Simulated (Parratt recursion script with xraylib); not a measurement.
## X-ray reflectivity of Pt on Al2O3 at several surface roughnesses

| layer, from the top | thickness (Å) | density (g/cm³) | rms roughness of its top face (Å) | δ (10⁻⁶) | β (10⁻⁶) |
|---|---|---|---|---|---|
| Pt | 150 | 19.021 | varied | 102.0 | 18.22 |
| Al2O3 (substrate) | – | 3.873 | 2.6 | 27.41 | 0.7017 |

The refractive index is n = 1 − δ + iβ. Vacuum lies above.

Densities are inputs, not measurements. They were set from computed cells of the Materials Project: Pt from entry mp-126 (Fm-3m, 21.135 g/cm³, taken at 90 %); Al2O3 from entry mp-1143 (R-3c, 3.873 g/cm³). A layer's crystal structure does not enter its constants, only its composition and density.

Method: specular X-ray reflectivity, Parratt recursion, Névot-Croce roughness, xraylib tables (Parratt recursion script with xraylib 4.3.0).

Photon energy 5.415 keV (λ = 2.2896 Å), s polarisation. The grazing angle θ is scanned from 0.05° to 4.46° in 900 evenly spaced points, and the curve is smoothed with a Gaussian of 0.004° full width. A maximum is a scan point above both neighbours; its place and height come from a parabola through R at the three points.

The table follows two fringe maxima, those next to orders 4.5 and 7.5 of m = (2d/λ)(sin²θ − 2δ)^½, through runs that differ in the roughness σ₁ of the film surface alone.

```
σ₁ (Å)  θ of the first (°)  R there  θ of the second (°)      R there
------  ------------------  -------  -------------------  -----------
0                    2.116        ?                3.372            ?
6.9                  2.111  0.00116                3.355  5.94 × 10⁻⁵
```

**Question.** Estimate the two heights for σ₁ = 0 Å.

**Answer.** At a maximum the amplitudes from the film's two faces add: R ≈ (|r₁|g₁ + |r₂|g₂A)². Here q₀ = 4π sin θ/λ, qⱼ = (q₀² − 32π²δⱼ/λ²)^½ (1 film, 2 substrate), |r₁| = |q₀² − q₁²|/(q₀ + q₁)², |r₂| = |q₁² − q₂²|/(q₁ + q₂)² with the numerators taken from the constants, g₁ = exp(−q₀q₁σ₁²/2), g₂ = exp(−q₁q₂σ₂²/2), and A = exp(−16π²β₁d/(λ²q₁)) for absorption in the film.

Check on a shown row, σ₁ = 6.9 Å, second maximum: q₀ = 0.3212, q₁ = 0.3115, q₂ = 0.3186 Å⁻¹; |r₁| = 0.0154, |r₂| = 0.0113; g₁ = 0.0924, g₂ = 0.715, A = 0.768; R ≈ 5.82 × 10⁻⁵ against 5.94 × 10⁻⁵ in the table.

- σ₁ = 0 Å, first maximum: q₀ = 0.2026, q₁ = 0.1868, q₂ = 0.1985 Å⁻¹; |r₁| = 0.0405, |r₂| = 0.0303; g₁ = 1.00, g₂ = 0.882, A = 0.644; R ≈ 0.00333.
- σ₁ = 0 Å, second maximum: q₀ = 0.3228, q₁ = 0.3131, q₂ = 0.3202 Å⁻¹; |r₁| = 0.0152, |r₂| = 0.0112; g₁ = 1.00, g₂ = 0.713, A = 0.769; R ≈ 4.55 × 10⁻⁴.

The run gave 0.00339 and 4.68 × 10⁻⁴; the estimates are 0.98 and 0.97 times these.
